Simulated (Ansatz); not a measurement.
TaGe₂ (MoSi2 or CaC2 type, I4/mmm) at seven volumes, the program Ansatz at the PBE level (PAW), shape and atoms relaxed at each. One row is withheld.

```tsv
V (Å³/atom)	P (GPa)
14.975	17.28
15.469	10.52
15.963	?
16.456	0.00
16.950	-4.05
17.444	-7.47
17.937	-10.33
```

**Question.** Fit the shown pressures and predict the withheld one.

**Answer.** P = (3/2)B₀(x^(7/2) − x^(5/2))[1 + (3/4)(B′ − 4)(x − 1)] with x = (V₀/V)^(2/3). Least squares on the six rows gives V₀ = 16.457 Å³/atom, B₀ = 147 GPa, B′ = 4.69. At V = 15.963, x = 1.0205 and P = 4.81 GPa. The run itself gave 4.81 GPa.

A made-up cell: these elements were put on the sites of a structure type; neither database checked (COD, Materials Project) lists it. COD files the formula under space group No. 180, so this cell is another polymorph or a model. Whether it is the stable phase at ambient conditions was not checked. The PBE relaxation kept the symmetry of its start; whether a distortion lowers the energy is not shown. The run is not spin-polarised. Scalar-relativistic: spin–orbit coupling is off unless named, which matters more the heavier the elements.

Potentials: the later of the program's two PAW sets.
